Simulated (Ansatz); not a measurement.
Na₂CrO₄ in space group Cmcm (No. 63; Pearson symbol oS28), the program Ansatz at the r²SCAN level (PAW), all energies at zero smearing, with the estimated change up to a 700 eV cutoff added, with one set of potentials and settings (totals compare only within such a set). Cell of 14 atoms (4 Na, 2 Cr, 8 O): -17276.682 eV.

| element | reference phase | E (eV/atom) |
|---|---|---|
| Na | C2/m, 3 atoms in the cell | -1488.6146 |
| Cr | Im-3m, 2 atoms in the cell, spin-polarised | -3382.7158 |
| O | C2/m, 4 atoms in the cell, spin-polarised | -566.0281 |

Formation energy per atom, worked out: (-17276.682 − 4×(-1488.6146) − 2×(-3382.7158) − 8×(-566.0281))/14 = -2.040 eV/atom (-197 kJ per mol of atoms), at 0 K, without zero-point energy or fitted corrections.

The first step of the workflow began from a Materials Project structure, measured or hypothetical; the Crystallography Open Database files this formula in space group No. 63, but the cells were not matched. Its standing as an ambient phase is unchecked. Symmetry was held in the r²SCAN relaxation; its stability against distortions is not shown here. No spin polarisation was allowed. No Hubbard U is applied. The references are the lowest solids computed at this level, not always the standard phases (solids in place of the gases).

Potentials: the later of the program's two PAW sets.
